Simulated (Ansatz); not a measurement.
YPd2P2: pressure against volume

YPd2P2, I4/mmm, a = 4.079 Å, c = 9.883 Å. The structure is a Materials Project entry; whether it is the stable form wasn't checked. Ansatz: r2SCAN, PAW, 500 eV, Γ-centred 12×12×12 mesh on 5 atoms, Gaussian smearing 0.10 eV; no spin polarisation. Shape and atoms are relaxed at each volume; pressure is positive in compression.

```
V (Å³/atom) P (GPa)
     14.470        ?
     14.963    16.76
     15.456    10.17
     15.950     4.64
     16.443     0.00
     16.936    -3.90
     17.429    -7.18
     18.087   -10.74
```

**Question.** Take V0 = 16.443 Å³/atom, fit the third-order Birch–Murnaghan form to the other rows, and predict the missing pressure.

**Answer.** With the Eulerian strain f = ½[(V0/V)^(2/3) − 1] and y = P/[3f(1 + 2f)^(5/2)], the form is the line y = B0 + 1.5 B0 (B0′ − 4) f. Rows (f, y): 0.03245, 147.1; 0.02107, 145.1; 0.01025, 143.4; -0.00975, 140.1; -0.01904, 138.5; -0.03078, 136.3. Means f = 0.0007000, y = 141.75; Σ(Δf)² = 0.003004, ΣΔfΔy = 0.5068; the slope is their ratio. y = 141.6 + 168.7 f GPa, so B0 = 141.6 GPa and B0′ = 4 + 2 × (168.7)/(3 × 141.6) = 4.79. At V = 14.470, f = 0.04448, y = 149.10 and P = 24.62 GPa. The run gave 24.61 GPa, so the fit is 0.01 GPa too high, a small miss on the scale of the series.